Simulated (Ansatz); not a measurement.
# Property card for YIr₂

Theory: Ansatz 0.2.0, DFT r2SCAN, scalar-relativistic, plane waves, PAW.

Plane waves to 500 eV, a k mesh through Γ of 8×8×8 on the computed 6-atom cell and Gaussian smearing (0.10 eV); no spin polarisation.

The structure is relaxed at this level of theory with its symmetry kept. Whether it is the stable form of this composition wasn't checked.

```yaml
crystal:
  lattice:
    - [0.00000, 3.76962, 3.76962]
    - [3.76962, 0.00000, 3.76962]
    - [3.76962, 3.76962, 0.00000]
  atoms:
    - { symbol: Y, position: [0.50000, 0.50000, 0.50000] }
    - { symbol: Y, position: [0.75000, 0.75000, 0.75000] }
    - { symbol: Ir, position: [0.12500, 0.12500, 0.12500] }
    - { symbol: Ir, position: [0.62500, 0.12500, 0.12500] }
    - { symbol: Ir, position: [0.12500, 0.12500, 0.62500] }
    - { symbol: Ir, position: [0.12500, 0.62500, 0.12500] }
```

Density of states at the Fermi level?

3.27 states/eV per cell.

Löwdin character within 0.5 eV of the Fermi level?

Ir 5d 75 %, Y 4d 17 %, unprojected 5 %.

Bulk modulus?

212 GPa.

Its pressure derivative?

4.6.

Bader charges (e)?

Y (2 in the cell) 1.73, Ir (4 in the cell) -0.87.

Spin-orbit coupling is left out, which matters for the bands of heavy elements.